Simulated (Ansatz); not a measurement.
Sn:
```xyz
6
Lattice="-4.0503 4.0503 4.0503 4.0503 -4.0503 4.0503 4.0503 4.0503 -4.0503" Properties=species:S:1:pos:R:3 pbc="T T T"
Sn     2.0252     0.0000     4.0503
Sn     4.0503     2.0252     0.0000
Sn     0.0000     2.0252     4.0503
Sn     2.0252     4.0503     0.0000
Sn     4.0503     0.0000     2.0252
Sn     0.0000     4.0503     2.0252
```

Relaxed with r²SCAN. Special points in fractions of this cell's reciprocal vectors: Γ (0.000, 0.000, 0.000); H (0.500, -0.500, 0.500); N (0.000, 0.000, 0.500); P (0.250, 0.250, 0.250).

Problem. List the band energies nearest the Fermi level at these points for plane-wave PAW r²SCAN (Ansatz code).

Solution. In eV from the Fermi level; about four levels below and three above (degenerate sets whole), none deeper than 8.9 eV; points with the same levels are listed once.

```csv
k,below,above
Γ,-2.24 -2.24 -2.24 -1.79 -1.79 -1.79,1.33 1.33 2.19 2.19 2.19
H,-0.79 -0.13 -0.13 -0.13,0.24 0.24 0.24
N,-2.79 -1.69 -1.20 -0.76,0.93 1.43 2.16
P,-2.31 -2.31 -2.31 -1.57 -1.57,1.99 1.99 1.99
```

Space group Im-3m. The start of the workflow was typed in or built on a structure type; the Crystallography Open Database copy checked does not list it. It is not the phase usual at ambient conditions (space group No. 141). The r²SCAN relaxation kept the symmetry of its start; its stability against distortions is not shown here. The volume moved by 33 % from the start of the relaxation. The Fermi level of a semimetal is unsure by some 0.05 eV on such meshes. Spin–orbit coupling is left out wherever it is not named.

Potentials: the later of the program's two PAW sets.
